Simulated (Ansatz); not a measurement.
25Mg fingerprints of the forms of La2MgSe4

Method: Kohn–Sham DFT in Ansatz, r2SCAN, plane waves and PAW, scalar-relativistic, 500 eV cutoff. Q(25Mg) = 199.4 mb, I = 5/2. The cells come from the Materials Project (computed, not necessarily observed phases), with the atoms as given. Forces reach 0.2 eV/Å in them. Spin–orbit coupling is left out, which moves gradients at and beside heavy atoms (La) by some per cent and at some sites by far more.

Task: Rank the structures by their largest 25Mg |C_Q|, smallest first.
A.
La2MgSe4
Space group Pnma (No. 62); a = 14.8961, b = 8.7456, c = 6.9736 Å.

```csv
site,Wyckoff,site symmetry,x,y,z
La1,4b,-1,0.0000,0.0000,0.5000
La5,4c,.m.,0.7681,0.7500,0.0007
Mg,4c,.m.,0.9073,0.2500,0.9183
Se13,8d,1,0.8319,0.0176,0.7493
Se21,4c,.m.,0.9336,0.7500,0.2421
Se25,4c,.m.,0.9068,0.2500,0.2838
```
B.
La2MgSe4
```cif
data_La2MgSe4
_symmetry_space_group_name_H-M 'I-42d'
_symmetry_Int_Tables_number 122
_cell_length_a 8.8251
_cell_length_b 8.8251
_cell_length_c 9.3688
_cell_angle_alpha 90.000
_cell_angle_beta 90.000
_cell_angle_gamma 90.000
loop_
_atom_site_label
_atom_site_type_symbol
_atom_site_symmetry_multiplicity
_atom_site_Wyckoff_symbol
_atom_site_fract_x
_atom_site_fract_y
_atom_site_fract_z
La La 8 d 0.1327 0.2500 0.6250
Mg Mg 4 a 0.0000 0.0000 0.0000
Se Se 16 e 0.0683 0.1993 0.3070
```
C.
La2MgSe4
Space group Fd-3m:1 (No. 227); a = 12.1525 Å.

| site | Wyckoff | site symmetry | x | y | z |
| --- | --- | --- | --- | --- | --- |
| La | 16d | .-3m | 0.3750 | 0.1250 | 0.8750 |
| Mg | 8a | -43m | 0.5000 | 0.5000 | 0.0000 |
| Se | 32e | .3m | 0.8768 | 0.8768 | 0.3768 |

Result: C (0 MHz), A (2.64 MHz), B (9.38 MHz).
